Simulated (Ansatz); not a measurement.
Consider the following.

Ti2C:
```yaml
crystal:
  lattice:
    - [0.00000, 4.31037, 4.31037]
    - [4.31037, 0.00000, 4.31037]
    - [4.31037, 4.31037, 0.00000]
  atoms:
    - { symbol: Ti, position: [0.35612, 0.88129, 0.88129] }
    - { symbol: Ti, position: [0.36871, 0.36871, 0.89388] }
    - { symbol: Ti, position: [0.88129, 0.35612, 0.88129] }
    - { symbol: Ti, position: [0.36871, 0.36871, 0.36871] }
    - { symbol: Ti, position: [0.88129, 0.88129, 0.88129] }
    - { symbol: Ti, position: [0.36871, 0.89388, 0.36871] }
    - { symbol: Ti, position: [0.88129, 0.88129, 0.35612] }
    - { symbol: Ti, position: [0.89388, 0.36871, 0.36871] }
    - { symbol: C, position: [0.12500, 0.12500, 0.12500] }
    - { symbol: C, position: [0.62500, 0.12500, 0.12500] }
    - { symbol: C, position: [0.12500, 0.12500, 0.62500] }
    - { symbol: C, position: [0.12500, 0.62500, 0.12500] }
```

This is the r²SCAN-relaxed structure.

Problem. All from r²SCAN (plane waves, PAW; program Ansatz), unless another level is named. Give the electronic character.

Solution. metallic (no gap).

Problem. And the density of states at the Fermi level?

Solution. 0.37 states/eV per atom (mean over ±0.08 eV).

Problem. What about the formation energy from the elements (no fitted shifts)?

Solution. -0.75 eV/atom.

Space group Fd-3m. The first step of the workflow began from a Materials Project structure, measured or hypothetical; the Crystallography Open Database copy checked does not list it. Whether it is the stable phase at ambient conditions was not checked. The cell was relaxed with r²SCAN under the symmetry of its start; whether a distortion lowers the energy is not shown. The run is not spin-polarised. The references are the lowest solids computed at this level, not always the standard phases.

Potentials: the earlier of the program's two PAW sets. The files were generated under PBE; for other functionals the program regenerates the frozen cores, and for LDA and PBEsol the local potential too.
